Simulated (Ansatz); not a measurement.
**Be: relaxed-ion elastic tensor**

These are results of DFT PBE, scalar-relativistic, plane waves, PAW (Ansatz), not measurements. Plane waves to 420 eV; Γ-centred k mesh 30×30×16; Fermi-Dirac smearing of 0.15 eV. No spin polarisation.

Equilibrium structure at this level:
```
Be
1.0
     2.26404    0.00000    0.00000
    -1.13202    1.96072    0.00000
     0.00000    0.00000    3.56343
Be
2
Direct
  0.66667 0.33333 0.75000
  0.33333 0.66667 0.25000
```

The cell has the hcp type, in a space group that the Crystallography Open Database lists for this formula; it was reached from a generator's guess. In a metal, frequencies and elastic constants depend on the k mesh and the smearing, soft modes and shear constants most.

Q: Give the relaxed-ion elastic constants (GPa, Voigt order xx yy zz yz xz xy, on the Cartesian axes of the cell above).

A:
```
315.4  25.6  12.1   0.0   0.0   0.0
 25.6 315.4  12.1   0.0   0.0   0.0
 12.2  12.2 378.4   0.0   0.0   0.0
  0.0   0.0   0.0 166.6   0.0   0.0
  0.0   0.0   0.0   0.0 166.6   0.0
  0.0   0.0   0.0   0.0   0.0 144.9
```

Q: Is the crystal stable against homogeneous strain?

A: Yes: the least eigenvalue of the tensor is 144.9 GPa.

Q: And the moduli of a polycrystal (Hill averages)?

A: B = 123 GPa, G = 159 GPa, E = 333 GPa, ν = 0.05.
